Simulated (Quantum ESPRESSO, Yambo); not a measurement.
## G0W0 results for BeSe

```
BeSe
1.0
    0.00000     2.56513     2.56513
    2.56513     0.00000     2.56513
    2.56513     2.56513     0.00000
Be Se
1 1
Direct
  0.00000   0.00000   0.00000
  0.75000   0.75000   0.75000
```

Cell and atoms were relaxed with PBEsol from Materials Project entry mp-1541, within its symmetry.

Starting point: norm-conserving PBE (stringent potentials; Quantum ESPRESSO, 106 Ry, scalar-relativistic). G0W0 in Yambo: 4×4×4 Γ-centred k mesh, bands 11 to 156 and a 15 Ry block in the screening, 156 bands in G with the Bruneval-Gonze terminator, plasmon pole fitted at 27.2 eV.

```json
{
 "PBE gap along the band path": "2.62 eV",
 "PBE gap between the mesh's edge points (Γ → X)": "2.62 eV",
 "G0W0 gap between the same points": "3.67 eV",
 "PBE smallest direct gap on the mesh (at Γ)": "4.43 eV",
 "G0W0 direct gap at that point": "5.69 eV"
}
```

| k point | band | E PBE (eV) | E QP (eV) | shift (eV) | Z |
|---|---|---|---|---|---|
| Γ | VB | 0.00 | -0.84 | -0.84 | 0.81 |
| Γ | CB | 4.43 | 4.85 | 0.42 | 0.82 |
| L | VB | -1.09 | -2.00 | -0.92 | 0.80 |
| L | CB | 4.38 | 4.82 | 0.45 | 0.81 |
| X | VB | -2.68 | -3.73 | -1.05 | 0.79 |
| X | CB | 2.62 | 2.82 | 0.20 | 0.83 |
| W | VB | -3.33 | -4.38 | -1.05 | 0.79 |
| W | CB | 6.16 | 6.48 | 0.31 | 0.82 |

Energies count from the PBE valence-band maximum.

Nearest settings tried, and what they do to the gap: 83 bands in G: +3 meV; 83 bands in W, 83 bands in G: -35 meV; 9 Ry block (137 vectors against 259): -43 meV. Not varied: mesh. So the settings aren't converged at that level.

Spin-orbit splittings are left out.
